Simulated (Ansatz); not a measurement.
Geometry optimisation in Ansatz: input, command and trajectory.

```yaml
crystal:
  lattice:
    - [4.5780118182, 0.0, 0.0]
    - [0.0, 5.4148666254, 0.0]
    - [0.0, 0.0, 4.2336017697]
  atoms:
    - { symbol: Cu, position: [0.5, 0.0, 0.5] }
    - { symbol: Cu, position: [0.0, 0.5, 0.5] }
    - { symbol: W, position: [0.0101068018, 0.1666666667, 0.5] }
    - { symbol: W, position: [0.5101068018, 0.3333333333, 0.5] }
    - { symbol: W, position: [0.4898931982, 0.6666666667, 0.5] }
    - { symbol: W, position: [0.9898931982, 0.8333333333, 0.5] }
basis:
  ecutwfc: 420
kpoints:
  mp_grid: { grid: [4, 4, 4] }
hamiltonian:
  xc: pbe
scf:
  occupations: { method: gaussian, width: 0.1 }
  lower_state_search: "off"
output:
  forces: true
  stress: true
  eigenvalues: true
relax:
  adjacent_minimum: "off"
  f_tol: 0.04
  max_steps: 70
  cell: { stress_tol: 0.4 }
```

```bash
ansatz run input.yaml --threads 1 --pin off --max-ram 2560MiB --backend cpu --events-out ev --progress --plain --runs-dir out
```

All numbers below come from DFT PBE, scalar-relativistic, plane waves, PAW (Ansatz 0.2.0).

Of 23 frames 10 are shown, positions in Å and forces in eV/Å; the SCF threshold varies from step to step. Steps run on the plane waves of an earlier cell, with a Pulay correction in the pressure. The basis is chosen afresh for the last frame, the zero of the energies, and at times for earlier ones too; energy and pressure step there, also at an unchanged geometry. Here that happened at step 17 (-199 meV/atom, 13.5 GPa); the frames before carry an error of that size. The mark taken_back stands on steps that the optimiser undid.

```xyz
6
Lattice="4.5780 0.0000 0.0000 0.0000 5.4149 0.0000 0.0000 0.0000 4.2336" Properties=species:S:1:pos:R:3:forces:R:3 pbc="T T T" step=1 free_energy_over_end_meV_per_atom=6787.97 pressure_GPa=170.28
Cu    2.2890    0.0000    2.1168    0.0000    0.0000    0.0000
Cu    0.0000    2.7074    2.1168    0.0000    0.0000    0.0000
W     0.0463    0.9025    2.1168    2.0809    4.5691    0.0000
W     2.3353    1.8050    2.1168    2.0809   -4.5691    0.0000
W     2.2427    3.6099    2.1168   -2.0809    4.5691    0.0000
W     4.5317    4.5124    2.1168   -2.0809   -4.5691    0.0000
6
Lattice="4.6900 0.0000 0.0000 0.0000 5.9420 0.0000 0.0000 0.0000 4.2186" Properties=species:S:1:pos:R:3:forces:R:3 pbc="T T T" step=3 free_energy_over_end_meV_per_atom=3449.41 pressure_GPa=76.08
Cu    2.3450    0.0000    2.1093    0.0000    0.0000    0.0000
Cu    0.0000    2.9710    2.1093    0.0000    0.0000    0.0000
W     0.0642    0.9964    2.1093    0.9547   -1.2821    0.0000
W     2.4092    1.9746    2.1093    0.9547    1.2821    0.0000
W     2.2808    3.9674    2.1093   -0.9547   -1.2821    0.0000
W     4.6258    4.9456    2.1093   -0.9547    1.2821    0.0000
6
Lattice="4.8627 0.0000 0.0000 0.0000 6.7341 0.0000 0.0000 0.0000 4.0142" Properties=species:S:1:pos:R:3:forces:R:3 pbc="T T T" step=6 free_energy_over_end_meV_per_atom=1573.90 pressure_GPa=9.20
Cu    2.4313    0.0000    2.0071    0.0000    0.0000    0.0000
Cu    0.0000    3.3671    2.0071    0.0000    0.0000    0.0000
W     0.1042    1.0992    2.0071    0.3827    0.1237    0.0000
W     2.5355    2.2679    2.0071    0.3827   -0.1237    0.0000
W     2.3272    4.4663    2.0071   -0.3827    0.1237    0.0000
W     4.7585    5.6349    2.0071   -0.3827   -0.1237    0.0000
6
Lattice="4.8374 0.0000 0.0000 0.0000 7.0388 0.0000 0.0000 0.0000 3.6000" Properties=species:S:1:pos:R:3:forces:R:3 pbc="T T T" step=8 free_energy_over_end_meV_per_atom=1182.32 pressure_GPa=-4.39
Cu    2.4187    0.0000    1.8000    0.0000    0.0000    0.0000
Cu    0.0000    3.5194    1.8000    0.0000    0.0000    0.0000
W     0.1278    1.1457    1.8000    0.1949    0.6425    0.0000
W     2.5465    2.3736    1.8000    0.1949   -0.6425    0.0000
W     2.2909    4.6651    1.8000   -0.1949    0.6425    0.0000
W     4.7096    5.8930    1.8000   -0.1949   -0.6425    0.0000
6
Lattice="4.7703 0.0000 0.0000 0.0000 7.2202 0.0000 0.0000 0.0000 2.9790" Properties=species:S:1:pos:R:3:forces:R:3 pbc="T T T" step=11 free_energy_over_end_meV_per_atom=572.04 pressure_GPa=-4.71
Cu    2.3852    0.0000    1.4895    0.0000    0.0000    0.0000
Cu    0.0000    3.6101    1.4895    0.0000    0.0000    0.0000
W     0.1337    1.1850    1.4895   -0.3141    0.9437    0.0000
W     2.5188    2.4251    1.4895   -0.3141   -0.9437    0.0000
W     2.2515    4.7951    1.4895    0.3141    0.9437    0.0000
W     4.6367    6.0351    1.4895    0.3141   -0.9437    0.0000
6
Lattice="4.7539 0.0000 0.0000 0.0000 7.3664 0.0000 0.0000 0.0000 2.5685" Properties=species:S:1:pos:R:3:forces:R:3 pbc="T T T" step=13 free_energy_over_end_meV_per_atom=389.30 pressure_GPa=9.69 taken_back
Cu    2.3770    0.0000    1.2842    0.0000    0.0000    0.0000
Cu    0.0000    3.6832    1.2842    0.0000    0.0000    0.0000
W     0.0960    1.2511    1.2842   -0.4796   -0.5233    0.0000
W     2.4730    2.4321    1.2842   -0.4796    0.5233    0.0000
W     2.2810    4.9343    1.2842    0.4796   -0.5233    0.0000
W     4.6579    6.1153    1.2842    0.4796    0.5233    0.0000
6
Lattice="4.7617 0.0000 0.0000 0.0000 7.3600 0.0000 0.0000 0.0000 2.6814" Properties=species:S:1:pos:R:3:forces:R:3 pbc="T T T" step=16 free_energy_over_end_meV_per_atom=320.78 pressure_GPa=-0.12
Cu    2.3809    0.0000    1.3407    0.0000    0.0000    0.0000
Cu    0.0000    3.6800    1.3407    0.0000    0.0000    0.0000
W    -0.0001    1.2403    1.3407    0.0003    0.0011    0.0000
W     2.3808    2.4397    1.3407    0.0003   -0.0011    0.0000
W     2.3809    4.9203    1.3407   -0.0003    0.0011    0.0000
W     4.7618    6.1197    1.3407   -0.0003   -0.0011    0.0000
6
Lattice="4.6657 0.0000 0.0000 0.0000 7.6109 0.0000 0.0000 0.0000 2.6817" Properties=species:S:1:pos:R:3:forces:R:3 pbc="T T T" step=18 free_energy_over_end_meV_per_atom=40.51 pressure_GPa=8.58
Cu    2.3329    0.0000    1.3409    0.0000    0.0000    0.0000
Cu    0.0000    3.8055    1.3409    0.0000    0.0000    0.0000
W     0.0000    1.2739    1.3409    0.0000   -0.0275    0.0000
W     2.3329    2.5316    1.3409    0.0000    0.0275    0.0000
W     2.3329    5.0794    1.3409    0.0000   -0.0275    0.0000
W     4.6657    6.3371    1.3409    0.0000    0.0275    0.0000
6
Lattice="4.6170 0.0000 0.0000 0.0000 7.9862 0.0000 0.0000 0.0000 2.6765" Properties=species:S:1:pos:R:3:forces:R:3 pbc="T T T" step=21 free_energy_over_end_meV_per_atom=0.51 pressure_GPa=0.00
Cu    2.3085    0.0000    1.3383    0.0000    0.0000    0.0000
Cu    0.0000    3.9931    1.3383    0.0000    0.0000    0.0000
W     0.0000    1.3306    1.3383    0.0002   -0.0548    0.0000
W     2.3085    2.6626    1.3383    0.0002    0.0548    0.0000
W     2.3086    5.3237    1.3383   -0.0002   -0.0548    0.0000
W     4.6171    6.6557    1.3383   -0.0002    0.0548    0.0000
6
Lattice="4.6172 0.0000 0.0000 0.0000 7.9871 0.0000 0.0000 0.0000 2.6764" Properties=species:S:1:pos:R:3:forces:R:3 pbc="T T T" step=23 free_energy_over_end_meV_per_atom=0.00 pressure_GPa=-0.01
Cu    2.3086    0.0000    1.3382    0.0000    0.0000    0.0000
Cu    0.0000    3.9936    1.3382    0.0000    0.0000    0.0000
W     0.0000    1.3285    1.3382    0.0000   -0.0078    0.0000
W     2.3086    2.6651    1.3382    0.0000    0.0078    0.0000
W     2.3086    5.3221    1.3382    0.0000   -0.0078    0.0000
W     4.6172    6.6586    1.3382    0.0000    0.0078    0.0000
```

The start is a random arrangement. At the end the space group is P6/mmm (tolerance 0.05 Å).

The k mesh is coarse. Spin–orbit coupling is left out, which can shift energies with elements as heavy as these.